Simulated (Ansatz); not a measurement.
The start is a generated cell, NbAs built in the FeSi structure type. The cell and all atomic positions are relaxed at zero pressure with PBEsol (plane waves to 420 eV, PAW, scalar-relativistic; Ansatz, an electronic-structure program). The first steps use a coarse 5×5×5 k-mesh.

The start:
```
NbAs
1.0
    5.01685     0.00000     0.00000
    0.00000     5.01685     0.00000
    0.00000     0.00000     5.01685
Nb As
4 4
Direct
  0.13652   0.13652   0.13652
  0.63652   0.36348   0.86348
  0.86348   0.63652   0.36348
  0.36348   0.86348   0.63652
  0.84240   0.84240   0.84240
  0.34240   0.65760   0.15760
  0.15760   0.34240   0.65760
  0.65760   0.15760   0.34240
```

Task: What is the largest force in the starting geometry, and on which atom (counted from 1)?

Result: About 0.5 eV/Å, on Nb1, Nb2, Nb3, Nb4 (atoms numbered as listed).

Task: How much energy is released per atom?

Result: 0.02 eV/atom.

Task: How do the shortest distances between atoms change?

Result: The closest pairs of elements (up to four, under 3.6 Å), start → end: As–Nb 2.56 → 2.59 Å; Nb–Nb 3.08 → 3.12 Å; As–As 3.11 → 3.14 Å.

Task: What band gap does the relaxed structure have at this level?

Result: No gap (metallic).

Task: Write out the relaxed structure.

Result: 
Space group P2₁3 (No. 198); a = b = c = 5.082 Å, α = β = γ = 90.00°

| atom | site | symmetry | x | y | z |
|---|---|---|---|---|---|
| Nb | 4a | .3. | 0.1394 | 0.1394 | 0.1394 |
| As | 4a | .3. | 0.8445 | 0.8445 | 0.8445 |

The space group stays P2₁3 (No. 198) (the run could not lower it); the end is AFLOW prototype AB_cP8_198_a_a (B20, as in FeSi), with 8 atoms in the primitive cell. Final values are on a 9×9×9 k-mesh of the relaxed cell. No spin polarisation in the result.

The run could not lose the symmetry of its start; a randomly shaken copy of 8 atoms returns to this structure.

The relaxed structure here is a generated cell of NbAs: the first start was made by placing the elements on the sites of a structure type, and the end was not matched to a known phase here, so it may be hypothetical.
